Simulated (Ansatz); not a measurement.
KI:
```yaml
crystal:
  lattice:
    - [0.00000, 3.59117, 3.59117]
    - [3.59117, 0.00000, 3.59117]
    - [3.59117, 3.59117, 0.00000]
  atoms:
    - { symbol: K, position: [0.00000, 0.00000, 0.00000] }
    - { symbol: I, position: [0.50000, 0.50000, 0.50000] }
```

Relaxed with PBE. Special points in fractions of this cell's reciprocal vectors: Γ (0.000, 0.000, 0.000); X (0.500, 0.000, 0.500); U (0.625, 0.250, 0.625); K (0.375, 0.375, 0.750); L (0.500, 0.500, 0.500); W (0.500, 0.250, 0.750).

List the band energies nearest the valence-band maximum at these points for the program Ansatz at the PBE with spin–orbit coupling level (PAW).

In eV from the valence-band maximum; about four levels below and three above (degenerate sets whole), none deeper than 8.9 eV; points with the same levels are listed once.

| k | below | above |
|---|---|---|
| Γ | 0.00 0.00 0.00 0.00 | 3.54 3.54 6.20 6.20 6.20 6.20 |
| X | -0.71 -0.71 -0.37 -0.37 | 4.70 4.70 5.34 5.34 |
| U | -0.81 -0.81 -0.49 -0.49 | 5.32 5.32 6.17 6.17 |
| L | -0.76 -0.76 -0.32 -0.32 | 5.16 5.16 7.22 7.22 |
| W | -0.73 -0.73 -0.63 -0.63 | 6.05 6.05 6.17 6.17 |

Space group Fm-3m (rock salt). The PBE relaxation kept the symmetry of its start; phonons on a q-mesh show no instability.

Potentials: the later of the program's two PAW sets.
